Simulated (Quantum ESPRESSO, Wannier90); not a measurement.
Wannier functions of KTaO3 (cubic perovskite)

```
KTaO3
1.0
    3.99488     0.00000     0.00000
    0.00000     3.99488     0.00000
    0.00000     0.00000     3.99488
K Ta O
1 1 3
Direct
  0.50000   0.50000   0.50000
  0.00000   0.00000   0.00000
  0.00000   0.50000   0.00000
  0.50000   0.00000   0.00000
  0.00000   0.00000   0.50000
```

Structure: Materials Project mp-3614, symmetrised, not relaxed again. COD (Crystallography Open Database) records the formula in this space group. Ideal cubic forms of this type are often high-temperature phases that distort on cooling; symmetry holds the cell here, and its stability was not tested. Method: PBEsol plane waves in Quantum ESPRESSO 7.5 (PseudoDojo norm-conserving files, 68 Ry, no spin polarisation, no spin-orbit coupling), Bloch states on a 8×8×8 mesh through Γ, Wannier90 4.0.1. Density: 8×8×8 mesh, cold smearing 0.01 Ry. Spin-orbit coupling is left out although heavy elements are present.

Base run: 14 functions from bands 12-38 of the 38 computed, start hydrogen-like Ta: d; O: p, centres 0.05 Å off the atoms, frozen window up to 3.64 eV relative to the valence-band maximum, outer window open. One setting was then changed (edges relative to the valence-band maximum; misfit to pw.x on a path, for states up to 3.1 eV relative to the valence-band maximum).

```csv
run,Ω_I (Å²),rms misfit (meV),worst (meV)
base,13.58,0.5,4.3
changed,14.14,0.2,0.6
```

### Question
Which change was made?
(A) no frozen window
(B) only the lowest 23 of the kept bands
(C) only the lowest 20 of the kept bands
(D) frozen window to 3.14 eV
(E) frozen window to 5.64 eV

### Answer
E, frozen window to 5.64 eV. The others give:

| run | Ω_I (Å²) | rms misfit (meV) | worst (meV) |
|---|---|---|---|
| frozen window to 3.14 eV | 13.56 | 1.0 | 16 |
| no frozen window | 10.95 | 898 | 2501 |
| only the lowest 20 of the kept bands | 16.61 | 4.4 | 47 |
| only the lowest 23 of the kept bands | 13.95 | 0.4 | 4.6 |
